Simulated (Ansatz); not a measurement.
SiBCN:
```
CELL_PARAMETERS angstrom
      1.41513     0.81703     4.64194
     -1.41513     0.81703     4.64194
      0.00000    -1.63406     4.64194
ATOMIC_POSITIONS crystal
  B  0.99432 0.99432 0.99432
  N  0.11874 0.11874 0.11874
  Si 0.50421 0.50421 0.50421
  C  0.63276 0.63276 0.63276
```

Tensor components refer to the Cartesian frame of this cell.

Q: Give the high-frequency dielectric tensor and the Born effective charge tensors of the independent atoms from DFPT, PBEsol in the plane-wave PAW code Ansatz.

A: 
ε∞:
```
6.13  0.00  0.00
0.00  6.13  0.00
0.00  0.00  6.70
```
Z* of atom 1 (B), rows: field, columns: displacement, in e:
```
1.36  0.00  0.00
0.00  1.36  0.00
0.00  0.00  1.90
```
Z* of atom 2 (N), rows: field, columns: displacement, in e:
```
-2.36   0.00   0.00
 0.00  -2.36   0.00
 0.00   0.00  -3.11
```
Z* of atom 3 (Si), rows: field, columns: displacement, in e:
```
3.17  0.00  0.00
0.00  3.17  0.00
0.00  0.00  3.05
```
Z* of atom 4 (C), rows: field, columns: displacement, in e:
```
-2.17   0.00   0.00
 0.00  -2.17   0.00
 0.00   0.00  -1.84
```

Space group R3m. The start of the workflow was typed in or built on a structure type; neither database checked (COD, Materials Project) lists it. Whether it is the stable phase at ambient conditions was not checked. The cell was relaxed with PBEsol under the symmetry of its start; whether a distortion lowers the energy is not shown. The volume moved by -19 % from the start of the relaxation.

Potentials: the earlier of the program's two PAW sets. The files were generated under PBE; for other functionals the program regenerates the frozen cores, and for LDA and PBEsol the local potential too.
